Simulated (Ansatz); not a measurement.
ZrN:
```
CELL_PARAMETERS angstrom
      0.00000     2.29726     2.29726
      2.29726     0.00000     2.29726
      2.29726     2.29726     0.00000
ATOMIC_POSITIONS crystal
  N  0.00000 0.00000 0.00000
  Zr 0.50000 0.50000 0.50000
```

Relaxed with PBE. Special points in fractions of this cell's reciprocal vectors: Γ (0.000, 0.000, 0.000); X (0.500, 0.000, 0.500); U (0.625, 0.250, 0.625); K (0.375, 0.375, 0.750); L (0.500, 0.500, 0.500); W (0.500, 0.250, 0.750).

Question: List the band energies nearest the Fermi level at these points for PBE in the plane-wave PAW code Ansatz.

Answer: In eV from the Fermi level; about four levels below and three above (degenerate sets whole), none deeper than 8.9 eV; … stands for higher levels left out; points with the same levels are listed once.

```
k                                below           above
-  -----------------------------------  --------------
Γ  -2.67 -2.67 -2.67 -0.42 -0.42 -0.42               …
X              -4.59 -3.47 -3.18 -3.18  3.32 4.47 4.47
U              -5.50 -4.76 -4.46 -0.72  3.35 3.62 5.08
L                    -7.65 -5.68 -5.68  2.97 3.03 3.03
W                    -5.43 -4.76 -4.76  0.99 0.99 4.48
```

Space group Fm-3m (rock salt). The cell was relaxed with PBE under the symmetry of its start; of distortions, only those at the zone centre were tested. No spin polarisation was allowed. With an odd number of electrons in the cell and no spin polarisation, the count alone makes it a metal. Spin–orbit coupling is left out wherever it is not named.

Potentials: the later of the program's two PAW sets.
